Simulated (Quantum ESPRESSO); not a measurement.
# Moving one atom in Al2ZnSiN4

The results below are calculated, not measured. They come from pw.x of Quantum ESPRESSO 7.5, a plane-wave density functional program, with PseudoDojo standard norm-conserving files (v0.5 for PBE, v0.4.1 for LDA and PBEsol). The cells are made up: elements, strain and atom displacements were drawn at random, and nothing was relaxed. There is no spin polarisation, spin-orbit coupling or dispersion term.

The cell has 8 sites of a wurtzite lattice (rectangular cell). Sites 1 to 4 hold Al Zn Al Si; sites 5 to 8 hold N N N N. Cell vectors in Å: (3.124, -0.019, 0.034); (-0.032, 5.380, -0.031); (0.055, -0.029, 5.128). Settings: PBE, cutoff 1143 eV, 6 x 4 x 4 k mesh shifted by half a step, Fermi-Dirac smearing of 0.025 eV.

Each run shifts the N atom on site 7 along x and leaves all else fixed. Site 1 is one of its nearest neighbours. E is the free energy of the cell above the lowest run shown.

| run | shift (Å) | Fx on site 7 (eV/Å) | Fx on site 1 (eV/Å) | P (GPa) | E (meV) |
| --- | --- | --- | --- | --- | --- |
| 1 | -0.1146 | 3.407 | -4.964 | 5.27 | 240.8 |
| 2 | -0.0063 | 0.894 | -2.690 | 3.52 | 11.4 |
| 4 | 0.0618 | -0.552 | -1.424 | 2.95 | 0.0 |
| 5 | 0.0792 | -0.918 | -1.109 | 2.87 | 12.8 |
| 6 | 0.0902 | -1.149 | -0.910 | 2.83 | 24.2 |
| 7 | 0.1025 | -1.408 | -0.688 | 2.81 | 39.9 |
| 3 | 0.0124 | ? | ? | ? | ? |

A rerun of one of these cells at 1437 eV and k mesh 8 x 6 x 6 moved values by no more than 0.002 eV in the cell's energy, 0.03 GPa in stress and 0.005 eV/Å in force.

## Worked fit

A parabola through the six runs shown gives Fx on site 7 = 0.764 - 22.02 u + 9.0 u² eV/Å, with u in Å and a scatter of 0.011 eV/Å. Minus the slope, 22.02 ± 0.45 eV/Å², is this atom's force constant along x at u = 0, with its periodic images moving too. The fitted force vanishes at u = 0.035 Å, where the energy should be lowest along this line. The error is the larger of the fit's own and the change that a cubic makes, rounded up.

## Withheld run

Question: what Fx on site 7 should run 3 give?

The fit gives 0.492 eV/Å. The calculation gave 0.491 eV/Å.

| run | shift (Å) | Fx on site 7 (eV/Å) | Fx on site 1 (eV/Å) | P (GPa) | E (meV) |
| --- | --- | --- | --- | --- | --- |
| 3 | 0.0124 | 0.491 | -2.335 | 3.32 | -1.6 |